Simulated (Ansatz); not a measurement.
Consider the following.

AlPt3:
```xyz
4
Lattice="3.8734 0.0000 0.0000 0.0000 3.8734 0.0000 0.0000 0.0000 3.8751" Properties=species:S:1:pos:R:3 pbc="T T T"
Al     1.9367     1.9367     1.9375
Pt     1.9367     0.0000     0.0000
Pt     0.0000     1.9367     0.0000
Pt     0.0000     0.0000     1.9375
```

This is the PBEsol-relaxed structure.

### Question
All from DFT-PBEsol in the program Ansatz with PAW potentials, unless another level is named. Predict the Debye temperature from the elastic constants.

### Answer
339 K.

### Question
And the highest zone-centre frequency?

### Answer
222 cm⁻¹.

Space group Pm-3m (Cu3Au type). The first step of the workflow began from a Materials Project structure, measured or hypothetical; the Crystallography Open Database copy checked does not list it. With Al and Pt taken as one species the cell has the higher symmetry Fm-3m, so it may be an ordered model of a mixed-site phase. Its standing as an ambient phase is unchecked. The PBEsol relaxation kept the symmetry of its start; of distortions, only those at the zone centre were tested. The run is not spin-polarised. As this level gives no gap, shear constants depend on the k-mesh and smearing (Fermi–Dirac, 0.1 eV here). As this level gives no gap, phonon frequencies hold no LO–TO term and depend on the k-mesh and smearing (Fermi–Dirac, 0.1 eV here). Spin–orbit coupling is left out wherever it is not named.

Potentials: the later of the program's two PAW sets.
